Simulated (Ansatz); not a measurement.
H2O2 on a (111) slab of Ag (Fm-3m (No. 225)), 3 planes, outer planes Ag (top) and Ag (bottom), 1 a cell of 28.7 Å², relaxed and still whole (its atoms last):

```xyz
16
Lattice="5.7607 0.0000 0.0000 -2.8803 4.9889 0.0000 0.0000 0.0000 24.3851" Properties=species:S:1:pos:R:3 pbc="T T T"
Ag    1.4402    0.8315    8.0000
Ag    0.0000    3.3259    8.0000
Ag    4.3205    0.8315    8.0000
Ag    2.8803    3.3259    8.0000
Ag    2.8858    1.6564   10.3582
Ag    1.4426    4.1579   10.3645
Ag   -0.0025    1.6557   10.3597
Ag   -1.4395    4.1566   10.3689
Ag   -1.4382    2.4928   12.7236
Ag    0.0096   -0.0027   12.7399
Ag    1.4429    2.4784   12.6946
Ag    2.8815   -0.0060   12.7307
O     1.5694    4.6799   15.2612
O     1.6918    4.6783   16.7398
H     1.5069    3.7159   15.0679
H     0.8040    5.0101   16.9757
```

Computed with DFT PBE+D3(BJ), scalar-relativistic, plane waves, PAW in Ansatz. Settings: cutoff 420 eV, Γ-centred mesh 4×4×1 on the computed 16-atom cell, Gaussian smearing of 0.10 eV; no spin polarisation. The cell repeats along c with a dipole correction in the vacuum.

It binds with 0.29 eV a molecule against the clean slab and the free molecule (no zero-point or thermal terms); its shortest contact is H–Ag 2.68 Å. Take first-order desorption with no barrier to adsorption, no reaction on the face and an assumed prefactor of 10^13 s⁻¹.

Q: How long does a molecule stay at 473 K?

A: τ = ν⁻¹·exp(E/k_BT) with k_BT = 0.0408 eV: E/k_BT = 7.1, so τ ≈ 1×10^-10 s. At about one hit a site a second (10⁻⁶ mbar) the coverage is near τ × 1 s⁻¹, so a layer needs more than atmospheric pressure.

Q: Where does its peak lie in a desorption experiment heated at 5 K/s?

A: The peak obeys E/(k_B·T_p²) = (ν/β)·exp(−E/k_BT_p). Solving gives T_p ≈ 113 K (E/k_BT_p = 29.7). An error of 0.1 eV in E moves it by about 39 K, and larger molecules have larger prefactors, which lowers it.

Q: Is this physisorption or chemisorption?

A: The tightest contact, O–Ag 2.86 Å, is 1.36 times the sum of covalent radii, and deformation and lateral interaction add up to -0.02 eV; under 0.01 e cross the plane between them. This is physisorption.

Spin polarisation was left out, and a magnetic state may lie lower.